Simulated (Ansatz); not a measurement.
# What DFT gives for LaB$_{2}$Rh$_{3}$

```yaml
crystal:
  lattice:
    - [5.63754, 0.00000, 0.00000]
    - [-2.81877, 4.88226, 0.00000]
    - [0.00000, 0.00000, 3.16653]
  atoms:
    - { symbol: B, position: [0.33330, 0.66670, 0.00000] }
    - { symbol: B, position: [0.66660, 0.33330, 0.00000] }
    - { symbol: Rh, position: [0.50000, 0.00000, 0.50000] }
    - { symbol: Rh, position: [0.50000, 0.50000, 0.50000] }
    - { symbol: Rh, position: [0.00000, 0.50000, 0.50000] }
    - { symbol: La, position: [0.00000, 0.00000, 0.00000] }
```

Single point in Ansatz 0.2.0 with PBEsol, no spin polarisation. Cutoff 420 eV, PAW datasets, 7×7×11 Γ-centred k mesh, fermi-dirac filling (width 0.057 eV).

Formation energy: -0.63 eV an atom against the elements' usual phases (free molecules for gases, crystals otherwise, with no correction for O₂ or N₂), so it is bound against them; other compounds may still compete. Relaxing would lower it.
Contacts: B–Rh at 2.27 Å: least valence density 0.48 e/Å³ and ELF 0.49 there. La–La at 3.17 Å: least valence density 0.14 e/Å³ and ELF 0.04 there. La–Rh at 3.23 Å: least valence density 0.17 e/Å³ and ELF 0.16 there. These are pseudo-fields; inside the PAW spheres they differ from the all-electron ones.
Electronic structure: It is a metal, with about 3.3 states/eV a cell as the mean within 0.25 eV of the Fermi level, mostly Rh d (49 %), B p (21 %) and La d (17 %).
Charges: Bader charges in e: La +1.42, B -0.10, Rh -0.40. In the mean La gives up most and Rh takes most.
Stress: The pressure is -15.4 GPa (compression positive), so with the atoms held at these fractions the cell would first shrink. The principal stresses -16.1, -16.1, -13.9 GPa differ, so its shape would change too.

Origin: a known structure type with other elements, at an estimated volume, so it need not be a known compound. Caveats: many states at the Fermi level without spin polarisation, so a magnetic state may lie lower; atoms or cell far from equilibrium; f levels without a U or exact exchange are poorly placed.
